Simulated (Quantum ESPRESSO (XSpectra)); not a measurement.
Quantum ESPRESSO (XSpectra) run for X-ray absorption at the B K edge of BAs (F-43m). Geometry: Materials Project entry mp-10044 (a computed structure). The cell is the entry's, not relaxed again. The ground-state test found a gap, so occupations are fixed and the excited electron is left out (charged cell on a uniform background); energies count from the highest occupied level. pw.x input:

```
&CONTROL
  calculation = 'scf'
  prefix = 'x'
  pseudo_dir = './pseudo'
  outdir = './out'
/
&SYSTEM
  ibrav = 0
  nat = 26
  ntyp = 3
  ecutwfc = 55
  tot_charge = 1
  occupations = 'fixed'
/
&ELECTRONS
  conv_thr = 2.6e-07
  mixing_beta = 0.4
/
ATOMIC_SPECIES
Bh 10.810 B.lda-tm-gipaw-star1s.UPF
B 10.810 B.lda-tm-gipaw.UPF
As 74.922 As.lda-tm-gipaw.UPF
CELL_PARAMETERS angstrom
   0.000000000   -2.409625000   -7.228875000
   7.228875000    0.000000000   -2.409625000
  -2.409625000   -7.228875000    0.000000000
ATOMIC_POSITIONS crystal
Bh     0.057692308    0.326923077    0.480769231
B      0.288461538    0.634615385    0.403846154
B      0.211538462    0.865384615    0.096153846
B      0.134615385    0.096153846    0.788461538
B      0.826923077    0.019230769    0.557692308
B      0.750000000    0.250000000    0.250000000
B      0.980769231    0.557692308    0.173076923
B      0.903846154    0.788461538    0.865384615
B      0.596153846    0.711538462    0.634615385
B      0.519230769    0.942307692    0.326923077
B      0.442307692    0.173076923    0.019230769
B      0.673076923    0.480769231    0.942307692
B      0.365384615    0.403846154    0.711538462
As     0.692307692    0.923076923    0.769230769
As     0.923076923    0.230769231    0.692307692
As     0.846153846    0.461538462    0.384615385
As     0.769230769    0.692307692    0.076923077
As     0.461538462    0.615384615    0.846153846
As     0.384615385    0.846153846    0.538461538
As     0.615384615    0.153846154    0.461538462
As     0.538461538    0.384615385    0.153846154
As     0.230769231    0.307692308    0.923076923
As     0.153846154    0.538461538    0.615384615
As     0.076923077    0.769230769    0.307692308
As     0.307692308    0.076923077    0.230769231
As     0.000000000    0.000000000    0.000000000
K_POINTS automatic
2 2 2 0 0 0
```

xspectra.x input:

```
&input_xspectra
  calculation = 'xanes_dipole'
  edge = 'K'
  prefix = 'x'
  outdir = './out'
  xonly_plot = .false.
  xiabs = 1
  xcoordcrys = .false.
  xepsilon(1) = 1.0
  xepsilon(2) = 0.0
  xepsilon(3) = 0.0
  xniter = 1500
  xcheck_conv = 50
  xerror = 0.002
  x_save_file = 'x0.sav'
/
&plot
  xnepoint = 451
  xemin = -5.0
  xemax = 40.0
  xgamma = 0.5
  terminator = .true.
  cut_occ_states = .true.
/
&pseudos
  filecore = 'core.wfc'
/
&cut_occ
  cut_desmooth = 0.1
  cut_stepl = 0.01
  cut_ierror = 1e-6
/
3 3 3 1 1 1
```

End of the pw.x output:

```
     0.2177   0.3305   0.6646   0.8113   1.0115   1.1942   1.4105   1.5753
     2.1951   2.2629   2.9452   2.9936   3.2808   3.2865   3.7071   3.8868
     3.9684   4.1215   4.1938   4.1977   4.3046   4.3231   4.5389   4.5937
     4.7015   4.7138   5.3600   5.5979   5.7390   5.7730   5.9190   6.0261
     6.3380   6.5076   7.0134   7.3091

          k =-0.4257 0.6689 0.3041 ( 16974 PWs)   bands (ev):

    -6.2315  -5.6838  -5.6838  -5.6601  -5.5657  -5.5657  -4.4276  -3.4354
    -3.4354  -3.4141  -3.2337  -3.1941  -3.1941  -0.9433  -0.3841   0.3096
     0.3096   0.3361   0.3369   0.3369   1.9803   1.9803   2.0625   2.2313
     2.2675   2.2675   2.5388   2.7202   2.7203   2.8802   2.8802   2.9241
     3.4300   3.4300   3.4514   3.6005   3.6111   3.6111   5.1844   5.6546
     5.6546   5.6570   5.8158   5.8158   5.9674   5.9674   6.3378   6.3378
     6.4530   6.4859   6.4859   6.4921

     highest occupied level (ev):     7.8692

!    total energy              =    -531.56471946 Ry
     estimated scf accuracy    <       0.00000012 Ry

     The total energy is the sum of the following terms:
     one-electron contribution =      76.06410914 Ry
     hartree contribution      =      17.68838863 Ry
     xc contribution           =    -364.33953333 Ry
     ewald contribution        =    -260.97768390 Ry

     convergence has been achieved in  13 iterations

     XML data file, charge density, pseudopotentials, collected wavefunctions
```

xspectra.x output, shortened:

```
... Begin STEP 1 ...

        Radial transition matrix element(s) used in the calculation of the
        initial vector of the Lanczos basis (|tilde{phi}_abs> normalized)
        | For PAW proj. (l=1) #1: radial matrix element =   0.269524230
        | For PAW proj. (l=1) #2: radial matrix element =   0.321088835

NB: the     7 k-point are not all listed below because npool=  4
        |-------------------------------------------------------------
        ! k-point #     1:  ( 0.1419, -0.2230, -0.1014),  0.0741,   1
        |-------------------------------------------------------------
 okvan= F
        |   Norm of the initial Lanczos vector: 0.18929483E+00
        !   => CONVERGED at iter    600 with error=  0.00118113
        |-------------------------------------------------------------
        ! k-point #     2:  ( 0.1824, -0.5879,  0.0203),  0.0741,   1
        |-------------------------------------------------------------
 okvan= F
        |   Norm of the initial Lanczos vector: 0.18929484E+00
        !   => CONVERGED at iter    600 with error=  0.00148026
        |-------------------------------------------------------------
        ! k-point #     3:  ( 0.2230, -0.9527,  0.1419),  0.0741,   1
        |-------------------------------------------------------------
 okvan= F
        |   Norm of the initial Lanczos vector: 0.18929484E+00
        !   => CONVERGED at iter    600 with error=  0.00142281
        |-------------------------------------------------------------

        ...
... Begin STEP 2 ...

     The spectrum is calculated using the following parameters:
        energy-zero of the spectrum [eV]:    7.8692
        the occupied states are elimintate from the spectrum
        xemin [eV]:  -5.00
        xemax [eV]:  40.00
        xnepoint:  451
        constant broadening parameter [eV]:    0.500
        Core level energy [eV]:  -188.0
         (from electron binding energy of neutral atoms in X-ray data booklet)

     Cross-section successfully written in xanes.dat

     ... End STEP 2 ...

     xanes        :     69.92s CPU     70.31s WALL (       1 calls)

     -------------------------------------------------------------------------
                                END JOB XSpectra
     -------------------------------------------------------------------------
```

xanes.dat for the field along x, every fifth line (energy in eV, cross section):

```
   -5.000   2.2830e-03
   -4.500   2.5490e-03
   -4.000   2.8680e-03
   -3.500   3.2590e-03
   -3.000   3.7430e-03
   -2.500   4.3570e-03
   -2.000   5.1560e-03
   -1.500   6.2270e-03
   -1.000   7.7230e-03
   -0.500   9.9280e-03
    0.000   1.3410e-02
    0.500   1.9660e-02
    1.000   3.2800e-02
    1.500   6.4490e-02
    2.000   1.1560e-01
    2.500   1.7220e-01
    3.000   2.0350e-01
    3.500   1.5370e-01
    4.000   1.3190e-01
    4.500   1.3610e-01
    5.000   1.3330e-01
    5.500   1.3160e-01
    6.000   1.2270e-01
    6.500   1.0700e-01
    7.000   9.9290e-02
    7.500   8.7710e-02
    8.000   8.3650e-02
    8.500   9.0540e-02
    9.000   8.1350e-02
    9.500   7.8930e-02
   10.000   7.7300e-02
   10.500   8.4290e-02
   11.000   8.5920e-02
   11.500   7.4870e-02
   12.000   5.7000e-02
   12.500   3.8750e-02
   13.000   3.4210e-02
   13.500   4.2760e-02
   14.000   5.0990e-02
   14.500   4.9720e-02
   15.000   5.1260e-02
   15.500   6.1920e-02
   16.000   5.8410e-02
   16.500   3.7430e-02
   17.000   2.8230e-02
   17.500   2.3320e-02
   18.000   2.3020e-02
   18.500   2.7310e-02
   19.000   3.0980e-02
   19.500   3.2080e-02
   20.000   3.4730e-02
   20.500   3.8980e-02
   21.000   4.8040e-02
   21.500   5.5240e-02
   22.000   5.9220e-02
   22.500   5.6340e-02
   23.000   5.6690e-02
   23.500   5.7670e-02
   24.000   5.5750e-02
   24.500   5.4610e-02
   25.000   5.4840e-02
   25.500   5.0130e-02
   26.000   4.2710e-02
   26.500   4.3150e-02
   27.000   4.8990e-02
   27.500   5.0720e-02
   28.000   4.6020e-02
   28.500   3.9630e-02
   29.000   4.0780e-02
   29.500   4.0770e-02
   30.000   3.7000e-02
   30.500   4.4530e-02
   31.000   5.1500e-02
   31.500   4.7280e-02
   32.000   3.5680e-02
   32.500   3.2900e-02
   33.000   3.0350e-02
   33.500   3.0730e-02
   34.000   3.4360e-02
   34.500   3.4930e-02
   35.000   3.2710e-02
   35.500   3.2360e-02
   36.000   3.2880e-02
   36.500   3.5350e-02
   37.000   3.4830e-02
   37.500   3.2240e-02
   38.000   3.2450e-02
   38.500   2.8450e-02
   39.000   2.3720e-02
   39.500   2.2910e-02
   40.000   2.2340e-02
```
